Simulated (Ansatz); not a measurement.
## MoS₂: ³³S NMR of the central transition

Cell: a computed structure from the Materials Project (it need not be an observed phase), its atoms then relaxed with PBE in this cell.

```cif
data_MoS2
_symmetry_space_group_name_H-M 'P6_3/mmc'
_symmetry_Int_Tables_number 194
_cell_length_a 3.1854
_cell_length_b 3.1854
_cell_length_c 13.1784
_cell_angle_alpha 90.000
_cell_angle_beta 90.000
_cell_angle_gamma 120.000
loop_
_atom_site_label
_atom_site_type_symbol
_atom_site_symmetry_multiplicity
_atom_site_Wyckoff_symbol
_atom_site_fract_x
_atom_site_fract_y
_atom_site_fract_z
Mo Mo 2 b 0.0000 0.0000 0.2500
S S 4 f 0.3333 0.6667 0.3684
```

One atom of each set is listed.

All values are calculated (Ansatz; DFT, r2SCAN, plane waves and PAW, scalar-relativistic, collinear spin, 500 eV cutoff, Γ-centred 11×11×3 k-points, Fermi–Dirac smearing 0.02 eV), not measured. Start moments as typed (μB): 2 on each Mo, none on the rest.

³³S has I = 3/2 and Q = -69.40 mb (Pyykkö 2018); at 14.1 T its Larmor frequency is ν₀ = 46.1 MHz. Only the quadrupole interaction is simulated: positions count from each site's isotropic chemical shift, and shift anisotropy, dipolar and J coupling are left out.

**Question.** What does the ³³S spectrum (static powder) show for each site?

**Answer.** 

```csv
site,first shell,C_Q (MHz),η,P_Q (MHz),δ_QIS (ppm),breadth (kHz)
S,3 Mo at 2.41 Å,9.45,0.00,9.45,-1049,252
```

δ_QIS = −(ν_Q²/30ν₀²)[I(I+1) − 3/4](1 + η²/3) × 10⁶ ppm with ν_Q = 3|C_Q|/[2I(2I−1)]; it falls as 1/B₀² in ppm, and the breadth as 1/B₀ in kHz.

An axis of threefold or higher order runs through S, so V_zz lies along it and η is zero.

The program didn't check the stability of this electronic state in full, so a lower one may lie near. Without spin–orbit coupling (the program notes it for Mo) the gradients are little affected as a rule: paired runs on crystals with a gap mostly move them by under 2 % at such atoms. The start moments die out, and the run ends without spin.
